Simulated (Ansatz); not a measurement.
All numbers below come from Ansatz 0.2.0, DFT PBE, scalar-relativistic, plane waves, PAW. All cells share a 420 eV cutoff and Γ-centred k meshes spaced at most about 0.3 Å⁻¹ (about 0.25 or finer for metals, 2π included). Collinear spin in cells that started with moments and kept them past the coarse steps, no spin elsewhere.

Temperature and zero-point effects are left out.

Compare these two cells of MnSi4C, each relaxed at this level.

1. (site moments Mn 3.6; C -0.3 μB)

```yaml
crystal:
  lattice:
    - [0.00000, 3.44783, 3.44783]
    - [3.44783, 0.00000, 3.44783]
    - [3.44783, 3.44783, 0.00000]
  atoms:
    - { symbol: Mn, position: [0.75000, 0.75000, 0.75000] }
    - { symbol: Si, position: [0.37451, 0.37451, 0.37451] }
    - { symbol: Si, position: [0.87646, 0.37451, 0.37451] }
    - { symbol: Si, position: [0.37451, 0.37451, 0.87646] }
    - { symbol: Si, position: [0.37451, 0.87646, 0.37451] }
    - { symbol: C, position: [0.00000, 0.00000, 0.00000] }
```

2. (site moments Mn 2.7 μB)

```yaml
crystal:
  lattice:
    - [4.34797, 0.00000, 0.00000]
    - [-2.17398, 3.76545, 0.00000]
    - [0.00000, 0.00000, 4.77628]
  atoms:
    - { symbol: Mn, position: [0.00000, 0.00000, 0.50000] }
    - { symbol: Si, position: [0.33333, 0.66667, 0.75265] }
    - { symbol: Si, position: [0.33333, 0.66667, 0.24735] }
    - { symbol: Si, position: [0.66667, 0.33333, 0.75265] }
    - { symbol: Si, position: [0.66667, 0.33333, 0.24735] }
    - { symbol: C, position: [0.00000, 0.00000, 0.00000] }
```

Question: Which would you expect to be lower, and how large is the difference?

Answer: Cell 2 is lower, by 210 meV/atom. Cell 1 has space group F-43m (No. 216), 13.7 Å³/atom and no gap on its mesh; cell 2 has space group P6/mmm (No. 191), 13.0 Å³/atom and no gap. Counting C or Si atoms around Mn (for each partner element, those within 1.25 times its shortest distance or 1.15 times the sum of covalent radii, where it is the nearest in units of that sum or under 1.3), cell 1 has Mn 12 and cell 2 has Mn 14. Cell 1 and cell 2 both hold Si–Si bonds in all directions. The denser one is the lower, and pressure would at first widen the difference. Even the lower one lies +1.00 eV/atom against the reference forms of the elements (uncorrected), so neither is stable at this level. Both come from invented guesses. A third cell relaxed alike, in P4/mmm, lies 0.72 eV/atom below the lower of the two.

Another magnetic order may lie lower. Cells relaxed within their symmetry can be saddle points.
